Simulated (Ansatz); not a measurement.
YSiNO2:
```
CELL_PARAMETERS angstrom
      3.57837     0.00000     0.00000
      0.00000     3.57837     0.00000
      0.00000     0.00000     3.69660
ATOMIC_POSITIONS crystal
  Y  0.00000 0.00000 0.99844
  Si 0.50000 0.50000 0.49839
  N  0.50000 0.50000 0.99832
  O  0.50000 0.00000 0.49827
  O  0.00000 0.50000 0.49827
```

Relaxed with r²SCAN. Special points in fractions of this cell's reciprocal vectors: Γ (0.000, 0.000, 0.000); X (0.000, 0.500, 0.000); M (0.500, 0.500, 0.000); Z (0.000, 0.000, 0.500); R (0.000, 0.500, 0.500); A (0.500, 0.500, 0.500).

**Question.** List the band energies nearest the valence-band maximum at these points for r²SCAN (plane waves, PAW; program Ansatz).

**Answer.** In eV from the valence-band maximum; about four levels below and three above (degenerate sets whole), none deeper than 8.9 eV; points with the same levels are listed once.

```tsv
k	below	above
Γ	-3.60 -3.60 -1.59 -0.55 -0.55	2.08 2.29 3.47
X	-4.83 -3.43 -2.61 -1.87	4.54 4.69 5.79
M	-5.06 -2.42 -1.85 -1.85	5.11 5.74 6.62 6.62
Z	-3.98 -3.98 -1.76 -1.76	4.49 4.72 4.76
R	-4.32 -3.31 -3.09 -0.69	4.93 5.36 6.63
A	-2.52 -2.27 0.00 0.00	3.91 3.91 5.72
```

Space group P4/mmm. The start of the workflow was typed in or built on a structure type; neither database checked (COD, Materials Project) lists it. COD files the formula under space group No. 15, 63. Its standing as an ambient phase is unchecked. The cell was relaxed with r²SCAN under the symmetry of its start; its stability against distortions is not shown here. No spin polarisation was allowed. Point labels and valley counts follow the cell and symmetry of the run, lower than the named group. Spin–orbit coupling is left out wherever it is not named.

Potentials: the later of the program's two PAW sets.
